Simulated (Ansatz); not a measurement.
A relaxed structure of FeSi is spoiled in several ways and relaxed again each time (noise and exchanges are one random draw each; squeezed and stretched starts keep its symmetry, which their runs cannot lower; pressure is positive under compression). All values below come from PBEsol (plane waves to 420 eV, PAW, scalar-relativistic; Ansatz, an electronic-structure program).

```cif
data_Fe4Si4
_chemical_formula_sum 'Fe4 Si4'
_space_group_name_H-M_alt 'P213'
_space_group_IT_number 198
_space_group_name_Hall 'P 2ac 2ab 3'
_cell_length_a 4.40352
_cell_length_b 4.40352
_cell_length_c 4.40352
_cell_angle_alpha 90.000
_cell_angle_beta 90.000
_cell_angle_gamma 90.000
loop_
_atom_site_label
_atom_site_type_symbol
_atom_site_symmetry_multiplicity
_atom_site_Wyckoff_symbol
_atom_site_fract_x
_atom_site_fract_y
_atom_site_fract_z
_atom_site_occupancy
Fe1 Fe 4 a 0.13702 0.13702 0.13702 1
Si1 Si 4 a 0.84123 0.84123 0.84123 1
```

```tsv
change	first pressure (GPa)	largest first force (eV/Å)	released (eV/atom)	moves	outcome	final group	E − E(parent) (eV/atom)
squeezed uniformly to 70 % of its volume	___	2.23	___	9	___	___	___
with one Si and one Fe atom exchanged in a cell of 8 atoms	9	2.2	0.11	10	trapped higher	R3	+0.45
with every coordinate shifted by Gaussian noise of σ = 0.45 Å	–	–	2.0	9	returns to the parent	P2₁3	0.000
```

### Question
Fill in the missing entries.

### Answer

- squeezed uniformly to 70 % of its volume, first pressure (GPa): 192.8
- squeezed uniformly to 70 % of its volume, released (eV/atom): 1.41
- squeezed uniformly to 70 % of its volume, outcome: returns to the parent
- squeezed uniformly to 70 % of its volume, final group: P2₁3
- squeezed uniformly to 70 % of its volume, E − E(parent) (eV/atom): 0.000

The exchanged pair stays exchanged: it costs 3.6 eV for the cell of 8 atoms (one exchange in a very small cell, not a dilute defect).

First-step values come from each run's starting, coarser k-mesh (6×6×6, 5×5×5). Each cell has its own k-point mesh; energy differences are given only to the digits this allows. No spin polarisation in the result. A magnetic state may lie lower.
